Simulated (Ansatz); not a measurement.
Mg (hcp, Mg type), frozen-phonon scan

Mg (hcp, Mg type)

```yaml
crystal:
  lattice:
    - [3.17453, 0.00000, 0.00000]
    - [-1.58726, 2.74922, 0.00000]
    - [0.00000, 0.00000, 10.36993]
  atoms:
    - { symbol: Mg, position: [0.33333, 0.66667, 0.37500] }
    - { symbol: Mg, position: [0.33333, 0.66667, 0.87500] }
    - { symbol: Mg, position: [0.66667, 0.33333, 0.12500] }
    - { symbol: Mg, position: [0.66667, 0.33333, 0.62500] }
```

A phonon eigenvector at A = (0.0, 0.0, 0.5) is frozen into this cell: atom i moves by Q times the vector below, so Q is the largest atomic displacement, in Å. The cell is held. It is one choice among 4 degenerate patterns. (q is in reciprocal vectors of the primitive cell; the cell shown is doubled to hold the pattern.)

| atom | x | y | z |
|---|---|---|---|
| Mg3 | 0.000 | 1.000 | 0.000 |
| Mg4 | 0.000 | -1.000 | 0.000 |

Atoms not listed stay in place.

Level of theory: r2SCAN (plane waves to 500 eV, PAW, scalar-relativistic; Ansatz, a quantum-chemistry and plane-wave program). k mesh 17×17×5 (Γ-centred), Fermi-Dirac smearing 0.05 eV. The energy includes the smearing's −TS. With partly filled bands, energies and forces of such displacements shift with the k mesh and the smearing. Mg was relaxed with its symmetry unable to fall. The PAW data are Ansatz's earlier set. The zero of ΔE is the undisplaced structure.

| Q (Å) | ΔE (meV/cell) | −dE/dQ from forces (eV/Å) |
|---|---|---|
| -0.180 | 28.0 | 0.307 |
| -0.150 | 19.5 | 0.258 |
| -0.120 | 12.5 | 0.208 |
| -0.090 | 7.1 | 0.156 |
| -0.060 | 3.1 | 0.105 |
| -0.030 | 0.8 | 0.052 |
| 0.000 | 0.0 | 0.000 |
| 0.030 | 0.8 | -0.052 |
| 0.060 | 3.1 | -0.105 |
| 0.090 | 7.1 | -0.156 |
| 0.120 | 12.5 | -0.208 |
| 0.150 | 19.5 | -0.258 |
| 0.180 | 28.0 | -0.307 |

Summary:

```
Quantity                                                                                                             Result
-----------------------------------------------------------  --------------------------------------------------------------
Energy at Q = 0.180 Å                                                                                         28.0 meV/cell
Space group of the distorted cell                                                      Amm2 (No. 38), lowered from P6_3/mmc
Symmetry of the curve                                                                         even: the same for both signs
Shape of the curve                                           a single well with its minimum at or next to zero displacement
Harmonic wavenumber from the curvature (finite differences)                                                         99 cm⁻¹
Wavenumber by perturbation theory (DFPT, on another k mesh)                                                        100 cm⁻¹
```

The 13 points together took around 30 core-minutes (rough).

(A displaced cell: forces are minus the slopes of the energy, force constants its curvatures, and phonons follow from these.)
